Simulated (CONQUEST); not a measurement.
Set-up for a self-consistent single point of InBi (P4/nmm, 4 atoms in the cell; from Materials Project mp-23313, changed as shown).

```xyz
4
Lattice="5.0302 0.0000 0.0000 0.0000 5.0302 0.0000 0.0000 0.0000 5.2422" Properties=species:S:1:pos:R:3 pbc="T T T"
In     2.5151     2.5151     0.0000
In     0.0000     0.0000     0.0000
Bi     2.5151     0.0000     1.8872
Bi     0.0000     2.5151     3.3550
```

All values come from this method and carry its errors: PBEsol, numerical atomic orbitals double-zeta with polarisation (the shipped basis), PseudoDojo norm-conserving potentials made for PBEsol in CONQUEST.

CONQUEST settings:

| key | value |
|---|---|
| basis | DZP |
| Diag.MPMeshX, Y, Z | 5 5 4 |
| potentials | PseudoDojo norm-conserving PBEsol |
| Grid.GridCutoff | 175 Ha |
| DM.SolutionMethod | diagon |
| Diag.kT | 0.003675 Ha |
| Diag.GammaCentred | true |
| minE.SCTolerance | 1.0e-06 |
| SC.MaxIters | 100 |
| SC.LinearMixingFactor | 0.5 |
| SC.KerkerPreCondition | true |
| SC.KerkerFactor | 0.3 1/bohr |
| AtomMove.TypeOfRun | static |

Results:

```
Property                                                 Result
------------------------------------------------  -------------
Number of valence electrons                                  56
Number of bands                                              72
Number of k-points after the program's reduction             63
Size of the basis                                            72
Number of SCF iterations                                     10
FFT grid                                           60 × 60 × 60
Free energy E − TS                                -8065.6753 eV
Fermi level (on the code's own zero)                   -4.46 eV
Pressure                                              -2.79 GPa
Largest force (vector length)                        0.148 eV/Å
```

Forces (eV/Å):
```tsv
atom	Fx	Fy	Fz
In1	0.000	0.000	0.000
In2	0.000	0.000	0.000
Bi3	0.000	0.000	0.148
Bi4	0.000	0.000	-0.148
```

Stress (GPa, positive for compression):
```
-2.90   0.00   0.00
 0.00  -2.90   0.00
 0.00   0.00  -2.58
```

For comparison: a first run was changed to give this one (lattice vector c scaled by 0.98), and from it to this one the free energy drops by 12.6 meV/atom and the pressure goes from -3.39 to -2.79 GPa.

The program uses no crystal symmetry, so grid and mesh can part values that symmetry would make equal. The atom-centred basis is finite, which shifts total energies, pressures and forces against plane waves. The structure comes from a collection of computed structures, made at another level of theory; the collection holds predicted forms beside known ones. Its lattice was then scaled. No clean gap shows at this smearing width and mesh (spacing up to 0.30 Å⁻¹); the mesh is coarse for partly filled bands, so the values carry mesh errors. Semi-local functionals can close small gaps.

Cost on one core: around 60 core-seconds (rough).
